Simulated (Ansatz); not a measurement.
# What a trial cell of HoTaGe3 relaxes into

Level of theory: Ansatz 0.2.0, DFT PBE, scalar-relativistic, plane waves, PAW, and for the lanthanide a 4f-in-core norm-conserving potential. Cutoff 690 eV, Gaussian smearing, Γ-centred meshes. Cell and atoms relax first on a coarse mesh and then on a finer one. In between, the cell is made exact in the group found at 0.06 Å. In metals the finer mesh still leaves noise of several meV/atom or more. The steps can't lower the symmetry of their start. No spin polarisation.

The guess for HoTaGe3 was made by a generator: random cell by space group and Wyckoff sites (P4mm, No. 99). Lengths were set from tabulated atomic sizes, so they are only a guess.

Space group P4mm (No. 99). a = 4.067 Å, b = 4.067 Å, c = 5.898 Å, α = 90.00°, β = 90.00°, γ = 90.00°
```tsv
atom	site	symmetry	x	y	z
Ho	1a	4mm	0.0000	0.0000	0.8027
Ta	1b	4mm	0.5000	0.5000	0.8252
Ge	1b	4mm	0.5000	0.5000	0.2351
Ge	2c	2mm.	0.5000	0.0000	0.2775
```

Energies over the elements count from the elements' standard structures at the same level, with no fitted energy shifts.

Task: What does it relax into?

Result: The symmetry stays P4mm (No. 99). The volume per atom grows by 23.2 %, from 19.5 to 24.0 Å³. The shortest distance goes from 2.05 Å (Ge–Ge) to 2.47 Å (Ta–Ge). The ratio c/a of the conventional cell changes by a factor of 0.73. The energy falls by about 2.1 eV/atom (the start's value is from the coarse mesh). The end is written in a standard setting, so origin, axes and order of atoms can differ from the start's. Conventional cell: a = 4.851 Å, c = 5.109 Å. Ho is surrounded by 4 Ge at 3.12 Å, 4 Ge at 3.60 Å, 4 Ta at 3.69 Å and 4 Ge at 3.97 Å; Ta has 6 Ge at 2.47–2.63 Å and 4 Ho at 3.69 Å; Ge on a site of symmetry 4mm has 1 Ta at 2.47 Å, 1 Ta at 2.63 Å, 4 Ge at 3.17 Å and 4 Ho at 3.60 Å; Ge on a site of symmetry 2mm is surrounded by 2 Ta at 2.50 Å, 2 Ho at 3.12 Å, 2 Ge at 3.17 Å, 4 Ge at 3.43 Å, 2 Ge at 3.92 Å and 2 Ho at 3.97 Å.

```cif
data_structure
_symmetry_space_group_name_H-M 'P 1'
_symmetry_Int_Tables_number 1
_cell_length_a 4.8511
_cell_length_b 4.8511
_cell_length_c 5.1087
_cell_angle_alpha 90.000
_cell_angle_beta 90.000
_cell_angle_gamma 90.000
_cell_volume 120.22
loop_
_atom_site_label
_atom_site_type_symbol
_atom_site_fract_x
_atom_site_fract_y
_atom_site_fract_z
_atom_site_occupancy
Ho1 Ho 0.00000 0.00000 0.84792 1
Ta1 Ta 0.50000 0.50000 0.58026 1
Ge1 Ge 0.50000 0.50000 0.06448 1
Ge2 Ge 0.50000 0.00000 0.46266 1
Ge3 Ge 0.00000 0.50000 0.46266 1
```

Task: Give its energy and gap.

Result: The energy over the elements is +0.02 eV/atom. The gap on the 8×8×8 mesh of the 5-atom cell is 0 eV (a metal).

The formation energy is too near zero to say whether this cell lies below the elements.

The last run used Gaussian smearing of 0.10 eV. For metals, differences of a few meV/atom aren't resolved. These runs have no spin–orbit coupling, which can matter for Ta. A structure relaxed within its symmetry needn't be a true minimum. In all, the 3 runs took 13 min on 1 thread of Arm Neoverse V1 (shared host).

The lanthanide is trivalent by construction, without f bands, f moments or other valences. The reference runs of the other elements, and any phases without the lanthanide, used 420 eV, which shifts energies against them by under 10 meV/atom. The lanthanide's reference is the lowest of its hcp, dhcp and fcc cells.
